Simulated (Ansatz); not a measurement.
## Si8GeSb3S2: short dynamics, then relaxation

A packing of 14 atoms, thrown in at random and pushed apart as soft spheres with like charges further apart (1 Ge, 2 S, 3 Sb, 8 Si) went through Langevin stages in a fixed cell of 24.21 Å³/atom, at one k point, without spin and with a Fermi–Dirac width of kT (0.05 eV at least). Level of theory: Ansatz, DFT PBE+D3(BJ), scalar-relativistic, plane waves, PAW.

```
thermostat (K) duration (fs) friction (1/fs) cutoff (eV) mean T (K) mean P (GPa) mean square displacement (Å²)
          1900             72            0.030          320        2656           2.4                           0.44
          1900            750            0.030          420        1745           0.1                           2.70
          1370            750            0.030          420        1333          -1.8                           1.64
           760            750            0.030          420         773          -2.9                           0.68
           300            750            0.030          420         302          -3.3                           0.18
```

Means run over the second half of a stage; pressure includes the kinetic part; displacements count from the stage's start, the atoms' common shift taken off.

Cell and atoms were then relaxed on coarser meshes and computed once more: Cutoff 420 eV; k points 5×5×5 on the computed 14-atom cell (Γ-centred); Gaussian smearing, width 0.10 eV; no spin polarisation.

**Question.** What structure is left?

**Answer.** One draw of many: 21.41 Å³/atom with no gap on the mesh (a random packing after short dynamics, relaxed).

Counting as bonded all pairs within 1.2 times the summed covalent radii:

```tsv
atom → neighbour	mean count	mean length (Å)	spread (Å)
Ge → S	1.00	2.41	0.00
Ge → Si	3.00	2.55	0.09
S → Ge	0.50	2.41	0.00
S → Si	1.50	2.19	0.02
Sb → Sb	1.33	2.89	0.05
Sb → Si	2.00	2.70	0.06
Si → Ge	0.38	2.55	0.09
Si → S	0.38	2.19	0.02
Si → Sb	0.75	2.70	0.06
Si → Si	2.50	2.36	0.04
```

Angles between all pairs of such bonds at an atom (mean ± spread): 106 ± 18° at Ge, 109 ± 10° at S, 104 ± 21° at Sb, 108 ± 15° at Si.

```yaml
crystal:
  lattice:
    - [6.49933, 0.33857, 0.67112]
    - [0.31045, 6.48458, -0.07846]
    - [0.67181, -0.05466, 7.20002]
  atoms:
    - { symbol: Ge, position: [0.45031, 0.51640, 0.76467] }
    - { symbol: S, position: [0.71579, 0.64594, 0.52979] }
    - { symbol: S, position: [0.29025, 0.58082, 0.30000] }
    - { symbol: Sb, position: [0.01525, 0.29137, 0.63604] }
    - { symbol: Sb, position: [0.07418, 0.31452, 0.01523] }
    - { symbol: Sb, position: [0.92205, 0.98212, 0.26010] }
    - { symbol: Si, position: [0.24054, 0.73972, 0.58188] }
    - { symbol: Si, position: [0.47312, 0.71928, 0.05446] }
    - { symbol: Si, position: [0.87640, 0.80666, 0.71422] }
    - { symbol: Si, position: [0.55708, 0.20425, 0.29735] }
    - { symbol: Si, position: [0.38638, 0.05868, 0.56349] }
    - { symbol: Si, position: [0.63512, 0.12844, 0.74873] }
    - { symbol: Si, position: [0.43043, 0.08019, 0.04319] }
    - { symbol: Si, position: [0.83781, 0.69524, 0.02930] }
```

The final mesh leaves forces up to 0.24 eV/Å and stresses up to 0.6 GPa: the relaxation ran on a coarser mesh, so the cell's shape, its bonds and its energy belong partly to that mesh.

Spin-orbit coupling is left out, which matters for the bands of heavy elements. Spin polarisation was left out, and a magnetic state may lie lower. An atom lies near a switch of its D3 coefficient C6 between reference coordination numbers, so the dispersion energy changes steeply there and can make or shift the minimum.

Cost: 6 runs of about 45 core-minutes in all (earlier runs that led there not counted), on Arm Neoverse V1 (shared hosts).